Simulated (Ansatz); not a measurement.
# ScCdAu, a known structure type with other elements, at an estimated volume

```
Sc Cd Au
1.0
     7.07630    0.00000    0.00000
     0.00000    4.18732    0.00000
     0.00000    0.00000    8.47059
Sc Cd Au
4 4 4
Direct
  0.04325 0.25000 0.67990
  0.45675 0.75000 0.17990
  0.54325 0.25000 0.82010
  0.95675 0.75000 0.32010
  0.13980 0.25000 0.05949
  0.36020 0.75000 0.55949
  0.63980 0.25000 0.44051
  0.86020 0.75000 0.94051
  0.24977 0.25000 0.36901
  0.25023 0.75000 0.86901
  0.74977 0.25000 0.13099
  0.75023 0.75000 0.63099
```

Method: r2SCAN, no spin polarisation; PAW, plane waves to 500 eV, 5×8×4 Γ-centred mesh, fermi-dirac occupations (width 0.1 eV) (Ansatz 0.2.0), atoms fixed.

**Question.** Is there a gap?

**Answer.** It is a metal, with about 11 states/eV a cell as the mean within 0.25 eV of the Fermi level.

**Question.** Is the cell too large or too small?

**Answer.** The pressure is -1.2 GPa (compression positive), so with the atoms held at these fractions the cell would first shrink. The principal stresses -2.0, -1.7, 0.0 GPa differ, so its shape would change too.

**Question.** Which element gives electrons and which takes them?

**Answer.** Bader charges in e: Sc +1.62, Cd -0.02, Au -1.60. In the mean Sc gives up most and Au takes most.

**Question.** Describe some of the short contacts.

**Answer.** Cd–Au at 2.73 Å: least valence density 0.34 e/Å³ and ELF 0.23 there. Sc–Au at 2.98 Å: least valence density 0.19 e/Å³ and ELF 0.14 there. Cd–Cd at 3.05 Å: least valence density 0.17 e/Å³ and ELF 0.19 there. These are pseudo-fields; inside the PAW spheres they differ from the all-electron ones.

Origin: a known structure type with other elements, at an estimated volume, so it need not be a known compound.

Cost: 7.5 min on 1 thread of Intel(R) Xeon(R) Platinum 8375C CPU @ 2.90GHz (Ice Lake), on a shared host, peak memory 1.8 GiB (start from a saved density). The time holds forces, stress, Bader, DOS, bands, ELF.
